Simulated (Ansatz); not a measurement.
Method: Ansatz 0.2.0, DFT PBE, scalar-relativistic, plane waves, PAW. All cells share a 420 eV cutoff and Γ-centred k meshes spaced at most about 0.3 Å⁻¹ (about 0.25 or finer for metals, 2π included). No spin polarisation in the final relaxations.

These are static total energies at zero pressure.

Two relaxed structures of ScH₅:

1.

```xyz
6
Lattice="3.3944 0.0000 0.0000 -1.6972 2.9397 0.0000 0.0000 0.0000 3.9875" Properties=species:S:1:pos:R:3 pbc="T T T"
Sc    0.0000    0.0000    1.9938
H     0.0000    1.9598    2.6670
H     1.6972    0.9799    2.6670
H     1.6972    0.9799    1.3205
H     0.0000    1.9598    1.3205
H     0.0000    0.0000    0.0000
```

2.

```xyz
6
Lattice="3.6268 0.0000 0.0000 0.0000 3.6268 0.0000 0.0000 0.0000 3.6268" Properties=species:S:1:pos:R:3 pbc="T T T"
Sc    1.8134    1.8134    1.8134
H     0.7191    0.7191    0.7191
H     2.9077    2.9077    0.7191
H     2.9077    0.7191    2.9077
H     0.7191    2.9077    2.9077
H     0.0000    0.0000    0.0000
```

Question: Which would you expect to be lower, and how large is the difference?

Answer: Cell 1 is lower, by 289 meV/atom. Cell 1 has space group P6/mmm (No. 191), 6.6 Å³/atom and no gap on its mesh; cell 2 has space group P-43m (No. 215), 8.0 Å³/atom and a gap of 1.14 eV. Counting H atoms around Sc (those within 1.25 times the shortest such distance or 1.15 times the sum of covalent radii, 1.27 where that leaves under three), cell 1 has Sc 14 and cell 2 has Sc 4. The denser one is the lower, and pressure would at first widen the difference. Even the lower one lies +0.06 eV/atom against the reference forms of the elements (uncorrected), a margin that errors in the energy of the gaseous reference can exceed. In cell 1, Sc is surrounded by 14 H at 1.99–2.07 Å; H on a site of symmetry 3m has 1 H at 1.35 Å, 3 H at 1.96 Å, 3 Sc at 2.07 Å and 6 H at 2.36–2.38 Å; H on a site of symmetry 6/mmm has 2 Sc at 1.99 Å and 12 H at 2.36 Å. In cell 2, Sc has 4 H at 1.90 Å; around H on a site of symmetry 3m lie 1 H at 1.25 Å and 1 Sc at 1.90 Å; around H on a site of symmetry -43m lie 4 H at 1.25 Å (long against covalent radii, as for large ions). Both come from invented guesses.

Kohn–Sham gaps at this level usually fall short of measured ones. With hydrogen, zero-point motion can shift such differences by 10 meV/atom or more. Cells relaxed within their symmetry can be saddle points.
